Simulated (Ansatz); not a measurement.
LiHS:
```
CELL_PARAMETERS angstrom
      0.00000     2.78642    -2.77066
      0.00000     2.78642     2.77066
      6.10860     0.00000     0.00000
ATOMIC_POSITIONS crystal
  Li 0.49980 0.50020 0.50000
  Li 0.49980 0.50020 0.00000
  S  0.52848 0.99800 0.75000
  S  0.00200 0.47152 0.25000
  H  0.00539 0.12946 0.25000
  H  0.87054 0.99461 0.75000
```

Relaxed with r²SCAN.

Task: Map the electron localisation function on the plane through (0.528, 0.998, 0.750) spanned by u = [1, 0, 0] and v = [0, 1, 0] in lattice vectors, from plane-wave PAW r²SCAN (Ansatz code).

Result: x is the fraction of u, y of v (the angle between them is 90°; rows are the nearest grid lines); atoms in the plane: S at (0.00, 0.00), H at (0.34, 1.00).
```
|002799999960025776200|
|003799999950025777410|
|445789999940025788764|
|877778898720025788888|
|987766676400015788999|
|987655443100014788999|
|887653221000013678888|
|776532100000002456777|
|443211000000000123444|
|111000000000000001111|
|000000000000000000000|
|111000000000000001111|
|443211000000000134444|
|776532100000002467777|
|887653211000013678888|
|988755432100014788999|
|988766666300025789999|
|877777888610025788888|
|445789999830025788764|
|003799999950025777410|
|002799999960025776200|
```
Scale: ten equal steps from 0.003 (start of '0') to 0.996 (end of '9'), in the order '0123456789'; x runs from 0.000 to 1.00, y from 0.000 (bottom) to 1.00 (top).

The density is the valence pseudo-density with augmentation charge, so density and ELF within about 1 Å of a nucleus are not all-electron values.

Space group Ama2. The workflow started from an entry of the Crystallography Open Database (COD), which files this formula under 3 space groups. Its standing as an ambient phase is unchecked. Symmetry was held in the r²SCAN relaxation. At this level the phase is mechanically unstable.

Potentials: the later of the program's two PAW sets.
